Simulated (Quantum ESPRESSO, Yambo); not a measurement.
At a photon energy of 11.12 eV, RPA with local fields on PBEsol bands shifted by a G0W0 scissor of 4.70 eV (Quantum ESPRESSO and Yambo; 4×4×4 mesh, 92 bands, 3 Ry local-field block, 0.2 eV broadening) gives ε = 2.17 + 1.44i for MgTiF₆ (space group R-3, No. 148), field along x. Axes are Cartesian, with cell vectors (Å) (2.61, 1.51, 4.44), (-2.61, 1.51, 4.44), (0.00, -3.01, 4.44).

Task: Work out n, κ, the normal-incidence reflectivity, the absorption coefficient and the penetration depth.

Result: 
|ε| = 2.60; n = √((|ε| + ε1)/2) = 1.55, κ = √((|ε| − ε1)/2) = 0.47. R = ((n − 1)² + κ²)/((n + 1)² + κ²) = 0.08. α = 2Eκ/(ħc) with ħc = 197.327 eV nm: 0.0525 per nm = 5.3 × 10⁵ per cm, a 1/e depth of 19 nm. The computed direct gap is 9.59 eV, and the energy scale of the real crystal may differ from it. Excitonic effects are left out, and values at one energy depend on mesh and broadening. The scissor comes from a G0W0 run whose convergence isn't established. Convergence of the RPA response with its 4×4×4 mesh was not tested.

Geometry of the Materials Project entry, not relaxed at this level; primitive cell a = 5.3688 Å, b = 5.3688 Å, c = 5.3688 Å, α = 58.13°, β = 58.13°, γ = 58.13°.

The structure is a Materials Project entry; no match was found in the copy of COD used, and its stability was not checked.
